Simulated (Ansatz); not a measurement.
Generalised stacking fault of LiH (rock salt) on the {100} plane. The cell below holds the perfect crystal with the plane normal along z; tilting its third vector by the shift puts one fault into each cell, between planes 2.00 Å apart, at fixed cell height.

```yaml
crystal:
  lattice:
    - [2.83227, 0.00000, 0.00000]
    - [0.00000, 2.83227, 0.00000]
    - [1.41613, 1.41613, 6.00814]
  atoms:
    - { symbol: H, position: [0.00000, 0.00000, 0.83333] }
    - { symbol: H, position: [0.33333, 0.33333, 0.16667] }
    - { symbol: H, position: [0.66667, 0.66667, 0.50000] }
    - { symbol: Li, position: [0.50000, 0.50000, 0.83333] }
    - { symbol: Li, position: [0.83333, 0.83333, 0.16667] }
    - { symbol: Li, position: [0.16667, 0.16667, 0.50000] }
```

In-plane vectors a = (2.832, 0.000) Å, b = (0.000, 2.832) Å, area 8.02 Å². The shift is s times the vector a (length 2.832 Å), so s = 1 restores the start. Atoms relax along the normal only. γ = [E(shift) − E(0)] / area.

Calculation: r2SCAN (plane waves to 500 eV, PAW, scalar-relativistic; Ansatz, a quantum-chemistry and plane-wave program). k mesh 10×10×10 (Γ-centred), Fermi-Dirac smearing 0.05 eV. E is the zero-smearing estimate. Faults lie only 6.0 Å apart, and holding the cell height raises γ above its relaxed value. LiH was relaxed with its symmetry unable to fall. γ is measured from zero shift.

```
s      γ (mJ/m²)
-----  ---------
0.000          0
0.083         66
0.167        246
0.250        486
0.333        712
0.417        867
0.500   withheld
0.583        867
0.667        712
0.750        486
0.833        246
0.917         66
```

### Question
Fit a Fourier form (three harmonics of 1 − cos and sin) to the given rows and predict γ at s = 0.500.

### Answer
Least squares on the 11 given rows: γ = (462.2)·[1 − cos(2πs)] + (12.7)·[1 − cos(4πs)], in mJ/m²; root-mean-square residual 2.3 mJ/m². At 0.500 the fit gives 924 mJ/m²; the calculation gives 922 mJ/m², so the interpolation is off by 2 (+0.2 %). 

(The slope of γ gives the shear force per area between the displaced halves; near zero shift its curvature is an elastic stiffness.)
